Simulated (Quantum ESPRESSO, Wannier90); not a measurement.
**Wannier functions of InCl (Cmcm)**

```yaml
crystal:
  lattice:
    - [4.32687, 0.00000, 0.00000]
    - [0.00000, 0.00000, -4.43370]
    - [-2.16344, 6.10764, 0.00000]
  atoms:
    - { symbol: In, position: [0.60970, 0.25000, 0.21940] }
    - { symbol: In, position: [0.39030, 0.75000, 0.78060] }
    - { symbol: Cl, position: [0.15957, 0.75000, 0.31914] }
    - { symbol: Cl, position: [0.84043, 0.25000, 0.68086] }
```

Cell from Materials Project (mp-571555), symmetrised, no further relaxation. Not found in the COD (Crystallography Open Database) copy used, which has the formula in other groups; not checked further. Computed values, not measurements, from PBEsol: Quantum ESPRESSO (norm-conserving PseudoDojo potentials, cutoff 56 Ry, spinors with spin-orbit coupling) on a Γ-centred 6×6×6 mesh, then Wannier90. Density: 8×8×8 mesh, cold smearing 0.01 Ry.

Base run: 32 functions from bands 1-4,25-72 of the 72 computed, start hydrogen-like In: s;p; Cl: s;p, centres 0.05 Å off the atoms, frozen window up to 2.53 eV relative to the valence-band maximum, outer window open. Bands 5–12 (In 4d 96 %), 13–24 (In 4d 98 %) lie between the kept ones and are excluded. Its settings: num_cg_steps = 5, trial_step = 2 and dis_mix_ratio = 0.5 (the program's defaults), conv_tol = 1.0e-6 over 4 steps, num_iter = 1000, dis_conv_tol = 1.0e-6, dis_num_iter = 1000. One of them is changed at a time.

```tsv
run	disentanglement steps	localisation steps	Ω_I (Å²)	Ω_total (Å²)	ended
base	132	958	47.460	56.922	converged
fixed_step = 2.0	132	1000	47.460	67.423	step limit
num_cg_steps = 20	132	400	47.460	56.922	converged
```
